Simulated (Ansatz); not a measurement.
Relaxed-ion elastic tensor of ZnSO$_{4}$ in space group F-43m (No. 216; Zn on 4c, S on 4a, O on 16e) in GPa (Voigt order), plane-wave PAW PBEsol (Ansatz code); density 2.27 g/cm³, 19.71 Å³ per atom.

```
83.1  74.5  74.5   0.0   0.0   0.0
74.5  83.1  74.5   0.0   0.0   0.0
74.5  74.5  83.1   0.0   0.0   0.0
 0.0   0.0   0.0  14.4   0.0   0.0
 0.0   0.0   0.0   0.0  14.4   0.0
 0.0   0.0   0.0   0.0   0.0  14.4
```

### Question
Is the crystal mechanically stable?

### Answer
Yes: the smallest eigenvalue of C is 8.5 GPa.

### Question
Work out the Voigt, Reuss and Hill averages.

### Answer
K_V = 77.4, K_R = 77.4, K_H = 77.4; G_V = 10.3, G_R = 7.4, G_H = 8.9 GPa.

### Question
Give Young's modulus, Poisson's ratio, Pugh's ratio and the universal anisotropy index.

### Answer
E = 9KG/(3K + G) = 25.6 GPa; ν = 0.44; K/G = 8.73 (ductile by the Pugh limit of 1.75); A_U = 5G_V/G_R + K_V/K_R − 6 = 2.00.

### Question
Estimate the sound speeds and the Debye temperature.

### Answer
v_l = √((K + 4G/3)/ρ) = 6270 m/s, v_t = √(G/ρ) = 1980 m/s, mean 2250 m/s; Θ = (h/k)(3n/4πV)^(1/3) v_m = 248 K.

### Question
Give the Zener ratio and Young's modulus along [100], [110] and [111].

### Answer
A = 2C44/(C11 − C12) = 3.37; 1/E = S11 − 2(S11 − S12 − S44/2)Γ with Γ = 0, 1/4, 1/3 gives 12.6, 26.1, 40.6 GPa.

### Question
Solve the Christoffel equation for the three sound speeds along [100], [110], [111].

### Answer
Eigenvalues of C_ijkl n_j n_l equal ρv² (piezoelectric stiffening left out). In km/s, slowest first: [100] 2.52, 2.52, 6.05; [110] 1.37, 2.52, 6.41; [111] 1.84, 1.84, 6.53.

The workflow started from a Materials Project entry (that database holds measured and hypothetical structures alike); the Crystallography Open Database files this formula in space group No. 216, but the cells were not matched. Whether it is the stable phase at ambient conditions was not checked. The cell was relaxed with PBEsol under the symmetry of its start; whether a distortion lowers the energy is not shown.

Potentials: the later of the program's two PAW sets.
